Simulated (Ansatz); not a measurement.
Starting cell, ZnO (wurtzite):

```yaml
crystal:
  lattice:
    - [6.55919, 0.00000, 0.00000]
    - [-1.63980, 2.84021, 0.00000]
    - [0.00000, 0.00000, 5.29330]
  atoms:
    - { symbol: Zn, position: [0.33333, 0.33333, 0.00215] }
    - { symbol: Zn, position: [0.83333, 0.33333, 0.00215] }
    - { symbol: Zn, position: [0.16667, 0.66667, 0.50215] }
    - { symbol: Zn, position: [0.66667, 0.66667, 0.50215] }
    - { symbol: O, position: [0.33333, 0.33333, 0.62305] }
    - { symbol: O, position: [0.83333, 0.33333, 0.62305] }
    - { symbol: O, position: [0.16667, 0.66667, 0.12305] }
    - { symbol: O, position: [0.66667, 0.66667, 0.12305] }
```

A phonon eigenvector at M = (0.5, 0.0, 0.0) is frozen into this cell: atom i moves by Q times the vector below, so Q is the largest atomic displacement, in Å. The cell is held. (q is in reciprocal vectors of the primitive cell; the cell shown is doubled to hold the pattern.)

```
atom       x       y       z
----  ------  ------  ------
Zn1    0.069   0.040  -0.143
Zn2   -0.069  -0.040   0.143
Zn3   -0.069  -0.040  -0.143
Zn4    0.069   0.040   0.143
O5     0.095   0.055   0.994
O6    -0.095  -0.055  -0.994
O7    -0.095  -0.055   0.994
O8     0.095   0.055  -0.994
```

The numbers are results of PBE (plane waves to 420 eV, PAW, scalar-relativistic; Ansatz, a quantum-chemistry and plane-wave program), not measurements. k mesh 6×12×6 (Γ-centred), Fermi-Dirac smearing 0.05 eV. The energy includes the smearing's −TS. ZnO was relaxed with its symmetry unable to fall. ΔE is measured from the undisplaced structure.

```json
[
 {"Q (Å)": "-0.280", "ΔE (meV/cell)": "1963"},
 {"Q (Å)": "-0.187", "ΔE (meV/cell)": "795"},
 {"Q (Å)": "-0.093", "ΔE (meV/cell)": "188"},
 {"Q (Å)": "0.000", "ΔE (meV/cell)": "0"},
 {"Q (Å)": "0.093", "ΔE (meV/cell)": "188"},
 {"Q (Å)": "0.187", "ΔE (meV/cell)": "795"},
 {"Q (Å)": "0.280", "ΔE (meV/cell)": "1963"}
]
```

Task: Which DFPT wavenumber at M = (0.5, 0.0, 0.0) belongs to this mode?
(A) 158 cm⁻¹
(B) 499 cm⁻¹
(C) 86 cm⁻¹
(D) 403 cm⁻¹

Result: D, 403 cm⁻¹. The curvature of the scan gives 403 cm⁻¹

(A displaced cell: forces are minus the slopes of the energy, force constants its curvatures, and phonons follow from these.)
